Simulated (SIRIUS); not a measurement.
Band structure of Ta (Im-3m, 1 atom in the cell; from Materials Project mp-50).

```
CELL_PARAMETERS angstrom
     -1.65493     1.65493     1.65493
      1.65493    -1.65493     1.65493
      1.65493     1.65493    -1.65493
ATOMIC_POSITIONS crystal
  Ta 0.00000 0.00000 0.00000
```

All values come from this method and carry its errors: LDA (PW92), GBRV LDA ultrasoft pseudopotentials (plane waves; SIRIUS).

Settings: parameters.ngridk = 14 14 14; parameters.xc_functionals = [XC_LDA_X, XC_LDA_C_PW]; parameters.gk_cutoff = 6.325 1/bohr; parameters.pw_cutoff = 14.143 1/bohr; parameters.smearing = cold; parameters.smearing_width = 0.00183747 Ha; potentials = GBRV LDA ultrasoft pseudopotentials; parameters.electronic_structure_method = pseudopotential; parameters.num_bands = 19; parameters.num_mag_dims = 0; parameters.num_dft_iter = 100; parameters.energy_tol = 1e-07 Ha; parameters.density_tol = 1e-06; mixer.type = broyden2.

Spin-orbit coupling is left out, which matters for bands and gaps with elements this heavy. The structure comes from a collection of computed structures, made at another level of theory; the collection holds predicted forms beside known ones.

Points are given in units of this cell's reciprocal vectors. Levels in eV from the Fermi level, bands 3 to 10:
| point | 3 | 4 | 5 | 6 | 7 | 8 | 9 | 10 |
|---|---|---|---|---|---|---|---|---|
| Γ (0 0 0) | -33.03 | -33.03 | -7.81 | 0.73 | 0.73 | 0.73 | 3.96 | 3.96 |
| H (0.5 -0.5 0.5) | -33.83 | -33.83 | -3.72 | -3.72 | 6.78 | 6.78 | 6.78 | 8.65 |
| N (0 0 0.5) | -33.40 | -33.04 | -4.30 | -1.51 | 1.72 | 3.83 | 4.84 | 7.74 |
| P (0.25 0.25 0.25) | -33.61 | -33.61 | -1.16 | -1.16 | -1.16 | 5.01 | 5.01 | 6.93 |

2 bands cross the Fermi level along this path, so the cell has no gap at this level.
